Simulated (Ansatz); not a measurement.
## Zincblende alloy of CdTe and HgTe (40 of 64 Cd sites exchanged), 128 atoms

Ansatz, PAW, plane waves. PBEsol relaxation of volume and atoms (shape held) at the single k point (½, ½, ½); single points on the relaxed atoms at the Γ point alone, onto which points of the small cell's zone fold. Arrangement: quasirandom. No spin–orbit coupling unless named.

Relaxed structure:

```
CELL_PARAMETERS angstrom
0.00000 13.00491 13.00491
13.00491 0.00000 13.00491
13.00491 13.00491 0.00000
ATOMIC_POSITIONS crystal
Cd 0.99918 0.00003 0.99995
Cd 0.99977 0.49930 0.99991
Cd 0.49934 0.50032 0.99951
Cd 0.99962 0.50026 0.49944
Cd 0.24979 0.24999 0.75005
Cd 0.50041 0.49911 0.49971
Cd 0.74977 0.75012 0.24925
Cd 0.74981 0.75039 0.74909
Cd 0.75002 0.24964 0.99977
Cd 0.00066 0.49989 0.24893
Cd 0.25003 0.75003 0.99920
Cd 0.75012 0.74986 0.99942
Cd 0.49982 0.00007 0.74974
Cd 0.24937 0.75065 0.49923
Cd 0.74931 0.75065 0.49905
Cd 0.99950 0.24921 0.00052
Cd 0.50031 0.24974 0.49931
Cd 0.25002 0.49964 0.74973
Cd 0.49898 0.74939 0.50061
Cd 0.24914 0.99912 0.00076
Cd 0.74919 0.99972 0.00012
Cd 0.49989 0.25010 0.24981
Cd 0.99945 0.74951 0.24987
Cd 0.99922 0.75065 0.74946
Hg 0.49990 0.00097 0.99942
Hg 0.00006 0.00145 0.50011
Hg 0.25040 0.25110 0.24976
Hg 0.50036 0.99985 0.50052
Hg 0.75012 0.25012 0.24995
Hg 0.24955 0.75086 0.25011
Hg 0.75001 0.25054 0.75044
Hg 0.24964 0.74989 0.75018
Hg 0.00069 0.99959 0.25065
Hg 0.24997 0.24986 0.00026
Hg 0.50017 0.00120 0.25035
Hg 0.00094 0.99990 0.75039
Hg 0.25083 0.25016 0.50094
Hg 0.50068 0.50046 0.25008
Hg 0.75013 0.25075 0.50028
Hg 0.00053 0.50170 0.74947
Hg 0.49979 0.50078 0.74991
Hg 0.25047 0.00089 0.24972
Hg 0.50040 0.25079 0.99992
Hg 0.75118 0.00028 0.24994
Hg 0.00014 0.75009 0.00044
Hg 0.00037 0.25090 0.50082
Hg 0.25031 0.50052 0.25092
Hg 0.50036 0.74985 0.00116
Hg 0.25064 0.00017 0.75075
Hg 0.75040 0.49992 0.25153
Hg 0.75011 0.00041 0.75082
Hg 0.00009 0.75020 0.50025
Hg 0.75012 0.50084 0.75141
Hg 0.00023 0.25074 0.24994
Hg 0.25019 0.50015 0.00028
Hg 0.25063 0.00028 0.50009
Hg 0.74972 0.50011 0.00161
Hg 0.75082 0.99976 0.50076
Hg 0.00052 0.25083 0.75092
Hg 0.25001 0.50122 0.50049
Hg 0.50044 0.75110 0.25043
Hg 0.49985 0.25068 0.75002
Hg 0.75002 0.50064 0.50116
Hg 0.50045 0.75092 0.75000
Te 0.06180 0.06194 0.06210
Te 0.56189 0.06268 0.06229
Te 0.06189 0.56200 0.06174
Te 0.06248 0.06293 0.56256
Te 0.31248 0.31260 0.31268
Te 0.56184 0.56197 0.06203
Te 0.56256 0.06238 0.56246
Te 0.81219 0.31229 0.31222
Te 0.06203 0.56206 0.56180
Te 0.31248 0.81265 0.31202
Te 0.31186 0.31241 0.81200
Te 0.56204 0.56197 0.56180
Te 0.81204 0.81212 0.31172
Te 0.81246 0.31279 0.81240
Te 0.31238 0.81219 0.81190
Te 0.81190 0.81205 0.81201
Te 0.06242 0.06269 0.31213
Te 0.31238 0.31228 0.06200
Te 0.56287 0.06274 0.31248
Te 0.81205 0.31206 0.06195
Te 0.06212 0.56200 0.31205
Te 0.31217 0.81182 0.06185
Te 0.06246 0.06289 0.81241
Te 0.31288 0.31291 0.56279
Te 0.56246 0.56278 0.31227
Te 0.81168 0.81224 0.06198
Te 0.56203 0.06252 0.81162
Te 0.81225 0.31274 0.56244
Te 0.06278 0.56313 0.81252
Te 0.31175 0.81217 0.56195
Te 0.56226 0.56265 0.81217
Te 0.81187 0.81178 0.56176
Te 0.06182 0.31206 0.06180
Te 0.31245 0.06282 0.31223
Te 0.56257 0.31293 0.06252
Te 0.81262 0.06208 0.31282
Te 0.06258 0.81261 0.06241
Te 0.06287 0.31270 0.56289
Te 0.31256 0.56287 0.31263
Te 0.56254 0.81274 0.06248
Te 0.31260 0.06269 0.81309
Te 0.56194 0.31206 0.56183
Te 0.81298 0.56279 0.31280
Te 0.81264 0.06255 0.81256
Te 0.06211 0.81291 0.56213
Te 0.31190 0.56192 0.81211
Te 0.56184 0.81201 0.56182
Te 0.81262 0.56297 0.81308
Te 0.31177 0.06206 0.06169
Te 0.81185 0.06229 0.06161
Te 0.06239 0.31252 0.31256
Te 0.31212 0.56250 0.06267
Te 0.31228 0.06246 0.56270
Te 0.56208 0.31216 0.31208
Te 0.81244 0.56240 0.06306
Te 0.81238 0.06269 0.56265
Te 0.06156 0.81175 0.31206
Te 0.06265 0.31330 0.81298
Te 0.31283 0.56314 0.56251
Te 0.56242 0.81302 0.31302
Te 0.56213 0.31268 0.81201
Te 0.81237 0.56299 0.56314
Te 0.06165 0.81193 0.81232
Te 0.56241 0.81280 0.81270
```

(1) What are the mean bond lengths by pair (pairs within 1.2 times the sum of covalent radii, less contacts 15 % beyond the pair's median; cation–cation pairs of compounds aside; long ionic contacts are cut short by that bound)?

(2) What gap lies between the top filled and the lowest empty level in the single points?

Results:

(1) Cd–Te 2.811 ± 0.006 Å (standard deviation, 96 bonds); Hg–Te 2.819 ± 0.011 Å (standard deviation, 160 bonds).

(2) HSE06 0.55 eV (6.9 min on NVIDIA GB200).
